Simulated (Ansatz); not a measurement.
According to DFT-PBE in the program Ansatz with PAW potentials, IrC in the zinc blende structure (F-43m) relaxes to a = 4.621 Å. Ir has 4 nearest neighbours from 2.00 Å (tetrahedral); C has 4 nearest neighbours from 2.00 Å (tetrahedral). Its formation energy from the elements is 0.52 eV/atom, with no fitted shifts.

Electronic character: metallic (no gap). Gap from PBE with spin–orbit coupling: none (metallic).

The bulk modulus is 275 GPa.

The start of the workflow was typed in or built on a structure type; neither database checked (COD, Materials Project) lists it. Its standing as an ambient phase is unchecked. The cell was relaxed with PBE under the symmetry of its start; whether a distortion lowers the energy is not shown. No spin polarisation was allowed. Its formation energy is positive at this level, so the cell may be metastable or incomplete. The references are the lowest solids computed at this level, not always the standard phases. Spin–orbit coupling is left out wherever it is not named.

Potentials: the earlier of the program's two PAW sets.
